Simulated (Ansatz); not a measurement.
AlN (zinc blende)

```
AlN
1.0
    0.00000     4.40253     4.40253
    2.20127     2.20127     4.40253
    2.20127     2.20127     0.00000
N Al
2 2
Direct
  0.00000   0.75000   0.75000
  0.50000   0.75000   0.75000
  0.00000   0.00000   0.00000
  0.50000   0.00000   0.00000
```

The atoms are displaced by Q × the pattern below (from a DFPT mode at X = (0.5, 0.5, 0.0), largest move 1; Q in Å), at fixed cell. It is one choice among 2 degenerate patterns. (q is in reciprocal vectors of the primitive cell; the cell shown is doubled to hold the pattern.)

| atom | x | y | z |
|---|---|---|---|
| N1 | 0.000 | -1.000 | 0.000 |
| N2 | 0.000 | 1.000 | 0.000 |
| Al3 | 0.344 | 0.000 | 0.000 |
| Al4 | -0.344 | 0.000 | 0.000 |

These are PBE (plane waves to 420 eV, PAW, scalar-relativistic; Ansatz, a program for electronic structure) values and carry that method's errors. k mesh 13×13×13 (Γ-centred), Fermi-Dirac smearing 0.05 eV. AlN was relaxed with its symmetry unable to fall. The PAW data are Ansatz's earlier set. 

```
Q (Å)   −dE/dQ from forces (eV/Å)
------  -------------------------
-0.180                      9.530
-0.150                      7.888
-0.120                      6.274
-0.090                      4.683
-0.060                      3.112
-0.030                      1.553
0.000                       0.000
0.030                      -1.553
0.060                      -3.112
0.090                      -4.683
0.120                      -6.274
0.150                      -7.888
0.180                      -9.530
```

What harmonic wavenumber does the curvature at Q = 0 give?

639 cm⁻¹. E″ = 51.72 eV/Å², M = Σ mᵢ|uᵢ|² = 34.4 u, ν̃ = 521.5·√(|E″|/M).

(For displaced atoms, the force is minus the slope of the energy, and its curvature is a force constant, which sets phonon frequencies.)
